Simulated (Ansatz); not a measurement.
## Sr₃N, before and after

The cell of Sr₃N is invented: random cell by space group and Wyckoff sites (P4/mmm, No. 123). Lengths were set from tabulated atomic sizes, so they are only a guess.

start:

Space group P4/mmm (No. 123). a = 5.047 Å, b = 5.047 Å, c = 3.836 Å, α = 90.00°, β = 90.00°, γ = 90.00°
```csv
atom,site,symmetry,x,y,z
Sr,1a,4/mmm,0.0000,0.0000,0.0000
Sr,2e,mmm.,0.5000,0.0000,0.5000
N,1b,4/mmm,0.0000,0.0000,0.5000
```

The calculation used DFT PBE, scalar-relativistic, plane waves, PAW (Ansatz 0.2.0). Cutoff 420 eV, Gaussian smearing, Γ-centred meshes. Cell and atoms relax first on a coarse mesh and then on a finer one. In between, the cell is made exact in the group found at 0.06 Å. In metals the finer mesh still leaves noise of several meV/atom or more. The steps can't lower the symmetry of their start. No spin polarisation.

end:

Space group Pm-3m (No. 221). a = 5.315 Å, b = 5.315 Å, c = 5.315 Å, α = 90.00°, β = 90.00°, γ = 90.00°
```json
{"atom": "Sr", "site": "3d", "symmetry": "4/mm.m", "x": "0.0000", "y": "0.0000", "z": "0.5000"}
{"atom": "N", "site": "1a", "symmetry": "m-3m", "x": "0.0000", "y": "0.0000", "z": "0.0000"}
```

The symmetry goes from P4/mmm (No. 123) to Pm-3m (No. 221). The end has the anti-ReO3 type. The volume per atom grows by 53.6 %, from 24.4 to 37.5 Å³. The shortest distance goes from 1.92 Å (Sr–N) to 2.66 Å (Sr–N). The energy falls by about 1.4 eV/atom (the start's value is from the coarse mesh). The end is written in a standard setting, so origin, axes and order of atoms can differ from the start's.

| Quantity | Value |
| --- | --- |
| Volume per atom | 37.53 Å³ |
| Density | 3.06 g/cm³ |
| Formation energy | −0.21 eV/atom |
| Gap on the 10×10×10 mesh of the 4-atom cell | 0 eV (a metal) |

Formation energies are uncorrected and refer to the elements' standard structures at the same level (N₂ as a molecule). It lies below the elements, which doesn't yet make it stable against other compounds or structures.

The last run used Gaussian smearing of 0.10 eV. An odd number of electrons in the primitive cell allows no gap without spin; a larger cell or a magnetic state could open one. The cell is a metal run without spin; a magnetic state may lie lower. A structure relaxed within its symmetry needn't be a true minimum. In all, the 3 runs took 34 s on 1 thread of Intel(R) Xeon(R) 6975P-C (Granite Rapids), with other jobs on the host.
